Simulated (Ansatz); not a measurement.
Method: DFT r2SCAN, scalar-relativistic, plane waves, PAW in Ansatz.

Structure of TiTe2:

```yaml
crystal:
  lattice:
    - [3.80024, 0.00000, 0.00000]
    - [-1.90012, 3.29111, 0.00000]
    - [0.00000, 0.00000, 6.89807]
  atoms:
    - { symbol: Ti, position: [0.00000, 0.00000, 0.00000] }
    - { symbol: Te, position: [0.66667, 0.33333, 0.24632] }
    - { symbol: Te, position: [0.33333, 0.66667, 0.75368] }
```

Settings: cutoff 500 eV, Γ-centred mesh 12×12×8 on the computed 3-atom cell, Gaussian smearing of 0.10 eV; no spin polarisation.

Levels along Γ–M–K–Γ–A–L–H–A | L–M | H–K, in eV from the Fermi level, sorted by energy at each point. Points in fractions of the primitive reciprocal vectors: Γ (0.000 0.000 0.000), M (0.500 0.000 0.000), K (0.333 0.333 0.000), A (0.000 0.000 0.500), L (0.500 0.000 0.500), H (0.333 0.333 0.500).
| point | k (1/Å, with 2π) | band 19 | band 20 | band 21 | band 22 | band 23 | band 24 | band 25 |
| --- | --- | --- | --- | --- | --- | --- | --- | --- |
| Γ | 0.000 | -1.93 | -0.13 | 0.36 | 0.36 | 0.46 | 0.89 | 0.89 |
| - | 0.136 | -1.93 | -0.12 | -0.03 | 0.12 | 0.42 | 0.98 | 1.07 |
| - | 0.273 | -1.91 | -1.02 | -0.26 | -0.12 | 0.36 | 1.08 | 1.26 |
| - | 0.409 | -2.09 | -1.91 | -0.62 | -0.46 | 0.27 | 1.20 | 1.31 |
| - | 0.545 | -3.01 | -1.93 | -1.01 | -0.89 | 0.18 | 1.26 | 1.33 |
| - | 0.682 | -3.49 | -1.99 | -1.57 | -1.06 | 0.10 | 1.19 | 1.46 |
| - | 0.818 | -3.04 | -2.08 | -2.05 | -1.14 | 0.06 | 1.15 | 1.51 |
| M | 0.955 | -2.58 | -2.53 | -2.07 | -1.17 | 0.04 | 1.14 | 1.52 |
| - | 1.033 | -2.59 | -2.52 | -2.09 | -1.37 | 0.18 | 1.14 | 1.51 |
| - | 1.112 | -2.61 | -2.51 | -2.13 | -1.79 | 0.43 | 1.15 | 1.49 |
| - | 1.191 | -2.64 | -2.55 | -2.23 | -2.20 | 0.66 | 1.18 | 1.46 |
| - | 1.270 | -2.89 | -2.66 | -2.35 | -2.30 | 0.84 | 1.22 | 1.42 |
| - | 1.348 | -3.32 | -2.68 | -2.40 | -2.35 | 0.96 | 1.29 | 1.39 |
| - | 1.427 | -3.67 | -2.69 | -2.45 | -2.36 | 1.02 | 1.34 | 1.38 |
| K | 1.506 | -3.82 | -2.70 | -2.41 | -2.41 | 1.04 | 1.37 | 1.37 |
| - | 1.663 | -3.40 | -2.70 | -2.62 | -2.12 | 1.00 | 1.30 | 1.37 |
| - | 1.821 | -3.19 | -2.81 | -2.37 | -1.65 | 0.79 | 1.35 | 1.37 |
| - | 1.978 | -3.38 | -2.30 | -1.94 | -1.10 | 0.57 | 1.36 | 1.41 |
| - | 2.135 | -2.44 | -1.96 | -1.34 | -0.54 | 0.46 | 1.31 | 1.31 |
| - | 2.293 | -1.95 | -1.21 | -0.66 | -0.13 | 0.43 | 1.15 | 1.25 |
| - | 2.450 | -1.93 | -0.15 | -0.11 | 0.04 | 0.43 | 1.00 | 1.09 |
| Γ | 2.608 | -1.93 | -0.13 | 0.36 | 0.36 | 0.46 | 0.89 | 0.89 |
| - | 2.673 | -1.93 | -0.29 | 0.36 | 0.36 | 0.56 | 0.88 | 0.88 |
| - | 2.738 | -1.93 | -0.64 | 0.36 | 0.36 | 0.70 | 0.86 | 0.86 |
| - | 2.803 | -1.92 | -1.06 | 0.36 | 0.36 | 0.82 | 0.83 | 0.83 |
| - | 2.868 | -1.91 | -1.51 | 0.36 | 0.36 | 0.80 | 0.80 | 0.90 |
| - | 2.933 | -1.91 | -1.91 | 0.36 | 0.36 | 0.77 | 0.77 | 0.96 |
| - | 2.998 | -1.90 | -1.90 | 0.36 | 0.36 | 0.75 | 0.75 | 0.99 |
| A | 3.063 | -1.90 | -1.90 | 0.36 | 0.36 | 0.74 | 0.74 | 1.00 |
| - | 3.200 | -1.90 | -1.75 | -0.12 | 0.08 | 0.59 | 0.98 | 1.31 |
| - | 3.336 | -1.89 | -1.55 | -1.08 | -0.30 | 0.50 | 1.25 | 1.56 |
| - | 3.473 | -2.08 | -1.91 | -1.48 | -0.61 | 0.37 | 1.38 | 1.60 |
| - | 3.609 | -2.64 | -1.98 | -1.55 | -0.80 | 0.18 | 1.35 | 1.51 |
| - | 3.745 | -2.59 | -2.08 | -1.62 | -0.89 | 0.01 | 1.25 | 1.50 |
| - | 3.882 | -2.57 | -2.17 | -1.52 | -0.91 | -0.11 | 1.16 | 1.50 |
| L | 4.018 | -2.59 | -2.20 | -1.44 | -0.92 | -0.17 | 1.13 | 1.50 |
| - | 4.097 | -2.59 | -2.24 | -1.46 | -1.12 | -0.04 | 1.14 | 1.49 |
| - | 4.175 | -2.60 | -2.34 | -1.53 | -1.52 | 0.18 | 1.16 | 1.46 |
| - | 4.254 | -2.67 | -2.50 | -1.90 | -1.64 | 0.39 | 1.19 | 1.41 |
| - | 4.333 | -2.93 | -2.71 | -2.10 | -1.76 | 0.58 | 1.21 | 1.34 |
| - | 4.412 | -3.32 | -2.91 | -2.11 | -1.88 | 0.76 | 1.19 | 1.25 |
| - | 4.490 | -3.71 | -3.08 | -2.08 | -1.98 | 0.93 | 1.15 | 1.16 |
| H | 4.569 | -4.01 | -3.15 | -2.03 | -2.03 | 1.04 | 1.10 | 1.10 |
| - | 4.726 | -3.41 | -2.93 | -2.02 | -2.02 | 0.92 | 1.02 | 1.28 |
| - | 4.884 | -2.78 | -2.49 | -2.17 | -1.84 | 0.83 | 0.98 | 1.34 |
| - | 5.041 | -2.53 | -2.15 | -1.98 | -1.55 | 0.71 | 0.99 | 1.51 |
| - | 5.199 | -2.40 | -1.82 | -1.52 | -1.22 | 0.62 | 1.13 | 1.70 |
| - | 5.356 | -1.95 | -1.50 | -1.23 | -0.64 | 0.59 | 1.24 | 1.62 |
| - | 5.514 | -1.90 | -1.71 | -0.22 | -0.03 | 0.60 | 1.02 | 1.36 |
| A | 5.671 | -1.90 | -1.90 | 0.36 | 0.36 | 0.74 | 0.74 | 1.00 |
| L | 5.671 | -2.59 | -2.20 | -1.44 | -0.92 | -0.17 | 1.13 | 1.50 |
| - | 5.736 | -2.60 | -2.19 | -1.49 | -0.93 | -0.15 | 1.13 | 1.50 |
| - | 5.801 | -2.62 | -2.18 | -1.62 | -0.96 | -0.11 | 1.13 | 1.50 |
| - | 5.867 | -2.65 | -2.16 | -1.80 | -1.01 | -0.06 | 1.14 | 1.51 |
| - | 5.931 | -2.68 | -2.13 | -2.01 | -1.07 | -0.01 | 1.14 | 1.51 |
| - | 5.997 | -2.68 | -2.22 | -2.10 | -1.12 | 0.02 | 1.14 | 1.51 |
| - | 6.062 | -2.65 | -2.40 | -2.08 | -1.16 | 0.04 | 1.14 | 1.52 |
| M | 6.127 | -2.58 | -2.53 | -2.07 | -1.17 | 0.04 | 1.14 | 1.52 |
| H | 6.127 | -4.01 | -3.15 | -2.03 | -2.03 | 1.04 | 1.10 | 1.10 |
| - | 6.192 | -4.03 | -3.12 | -2.05 | -2.05 | 1.04 | 1.11 | 1.11 |
| - | 6.257 | -4.02 | -3.05 | -2.10 | -2.10 | 1.04 | 1.14 | 1.14 |
| - | 6.322 | -3.98 | -2.96 | -2.17 | -2.17 | 1.04 | 1.19 | 1.19 |
| - | 6.387 | -3.92 | -2.86 | -2.25 | -2.25 | 1.04 | 1.25 | 1.25 |
| - | 6.452 | -3.87 | -2.77 | -2.33 | -2.33 | 1.04 | 1.30 | 1.30 |
| - | 6.517 | -3.83 | -2.72 | -2.39 | -2.39 | 1.04 | 1.35 | 1.35 |
| K | 6.582 | -3.82 | -2.70 | -2.41 | -2.41 | 1.04 | 1.37 | 1.37 |

Spin-orbit coupling is left out, which matters for the bands of heavy elements.

Cost: 1 run of about 2.3 core-minutes, on Arm Neoverse V2 (shared hosts).